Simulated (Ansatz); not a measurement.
The cell below belongs to a search over invented structures; it isn't taken from experiment.

Input and command of a plane-wave DFT calculation in Ansatz:

```yaml
crystal:
  lattice:
    - [1.6245219713, -2.2579986586, 0.0]
    - [1.6245219713, 2.2579986586, 0.0]
    - [0.0, 0.0, 22.3288230621]
  atoms:
    - { symbol: Cu, position: [0.25, 0.75, 0.0446086686] }
    - { symbol: Cu, position: [0.75, 0.25, 0.9553913314] }
    - { symbol: W, position: [0.25, 0.75, 0.4482481963] }
    - { symbol: W, position: [0.75, 0.25, 0.5517518037] }
    - { symbol: W, position: [0.25, 0.75, 0.6547410474] }
    - { symbol: W, position: [0.75, 0.25, 0.7579811464] }
    - { symbol: W, position: [0.75, 0.25, 0.3452589526] }
    - { symbol: W, position: [0.75, 0.25, 0.1401541636] }
    - { symbol: W, position: [0.25, 0.75, 0.2420188536] }
    - { symbol: W, position: [0.25, 0.75, 0.8598458364] }
basis:
  ecutwfc: 420
kpoints:
  mp_grid: { grid: [12, 12, 2] }
hamiltonian:
  xc: pbe
scf:
  occupations: { method: gaussian, width: 0.1 }
output:
  forces: true
  stress: true
  eigenvalues: true
relax:
  adjacent_minimum: "off"
  f_tol: 0.01
  max_steps: 30
  cell: { stress_tol: 0.1, fix: [volume] }
```

```bash
ansatz run input.yaml --threads 1 --pin off --max-ram 2560MiB --backend cpu --events-out ev --progress --plain --runs-dir out
```

Processor: Arm Neoverse V2, 1 thread, on a host shared with other jobs.

Problem. How long does it run, and how much memory does it take?

Solution. About 6.4 min, peak memory 1 GiB. It solves 90 bands at 86 k points (after reduction by symmetry) with about 3233 plane waves, in 44 SCF iterations over 6 ionic steps.
